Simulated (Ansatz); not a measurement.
V$_{3}$Os:
```xyz
4
Lattice="0.0000 2.9809 2.9809 2.9809 0.0000 2.9809 2.9809 2.9809 0.0000" Properties=species:S:1:pos:R:3 pbc="T T T"
V      1.4905     1.4905     1.4905
V      4.4714     4.4714     4.4714
V      2.9809     2.9809     2.9809
Os     0.0000     0.0000     0.0000
```

Relaxed with r²SCAN. Special points in fractions of this cell's reciprocal vectors: Γ (0.000, 0.000, 0.000); X (0.500, 0.000, 0.500); U (0.625, 0.250, 0.625); K (0.375, 0.375, 0.750); L (0.500, 0.500, 0.500); W (0.500, 0.250, 0.750).

**Question.** List the band energies nearest the Fermi level at these points for DFT-r²SCAN in the program Ansatz with PAW potentials.

**Answer.** In eV from the Fermi level; about four levels below and three above (degenerate sets whole), none deeper than 8.9 eV; points with the same levels are listed once.

```tsv
k	below	above
Γ	-1.73 -1.73 -1.73 -0.25 -0.25 -0.25	1.89 1.89 2.71 2.71
X	-2.68 -1.06 -0.09 -0.09	0.35 0.35 1.11 1.11 1.12
U	-0.89 -0.59 -0.55 -0.23	0.76 0.81 1.29
L	-1.92 -1.92 -1.29 -1.20 -1.20	1.85 1.85 2.29 2.29
W	-0.85 -0.85 -0.85 -0.74	1.04 1.33 1.33
```

Space group Fm-3m. The first step of the workflow began from a Materials Project structure, measured or hypothetical; the Crystallography Open Database copy checked does not list it. With V and Os taken as one species the cell has the higher symmetry Im-3m, so it may be an ordered model of a mixed-site phase. Whether it is the stable phase at ambient conditions was not checked. Symmetry was held in the r²SCAN relaxation; its stability against distortions is not shown here. The run is not spin-polarised. Scalar-relativistic: spin–orbit coupling is off unless named, which matters more the heavier the elements.

Potentials: the later of the program's two PAW sets.
